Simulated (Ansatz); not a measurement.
**Ca2Nb2O6F: Quadrupolar parameters**

The cell is an entry of the Crystallography Open Database (COD) whose atoms were relaxed with PBE, the cell held.

Space group Fd-3m:1 (No. 227); a = 10.3930 Å.

```csv
site,Wyckoff,site symmetry,x,y,z
Ca,16d,.-3m,0.1250,0.1250,0.6250
Nb,16c,.-3m,0.6250,0.6250,0.1250
O,48f,2.mm,0.2933,0.5000,0.0000
F,8b,-43m,0.0000,0.0000,0.5000
```

One atom of each set is listed; the run and its k-mesh use a cell of 22 atoms with edges of 7.35, 7.35, 7.35 Å.

Level of theory: DFT, r2SCAN, plane waves and PAW, scalar-relativistic, 500 eV cutoff, Γ-centred 6×6×6 k-points, Fermi–Dirac smearing 0.05 eV (Ansatz 0.2.0).

Conventions: |V_zz| ≥ |V_yy| ≥ |V_xx|, η = (V_xx − V_yy)/V_zz, C_Q = eQV_zz/h. ν_Q = 3|C_Q|/[2I(2I − 1)].

Ca-43: I = 7/2, Q = -40.80 mb; ⁹³Nb: I = 9/2, Q = -320.0 mb; ¹⁷O: I = 5/2, Q = -25.58 mb. Q values from Pyykkö, Mol. Phys. 116, 1328 (2018).

```csv
site,atoms,first shell,C_Q (MHz),η,ν_Q (MHz)
Ca,4,"2 F at 2.25 Å, 6 O at 2.54 Å",0.901,0.00,0.064
Nb,4,6 O at 2.02 Å,-62.7,0.00,2.61
O,12,"2 Nb at 2.02 Å, angle 130°; also 2 Ca at 2.54 Å",0.378,0.06,0.057
```

An axis of threefold or higher order runs through Ca and Nb, so V_zz lies along it and η is zero. At O V_zz stands upright on the plane of its two bonds (within 1°).

F has no stable isotope with a ground-state quadrupole moment in the table, so these sites are left out.

The run finds no gap above 0.1 eV (a metal, or nearly one), so the gradients can move by 10 % or more with the k-mesh. Without spin–orbit coupling (the program notes it for Nb) the gradients can shift somewhat, as the gap is small. Semilocal functionals can leave a metal where correlation in the d or f shell opens a gap in the real compound, and that would change the values at and beside Nb.
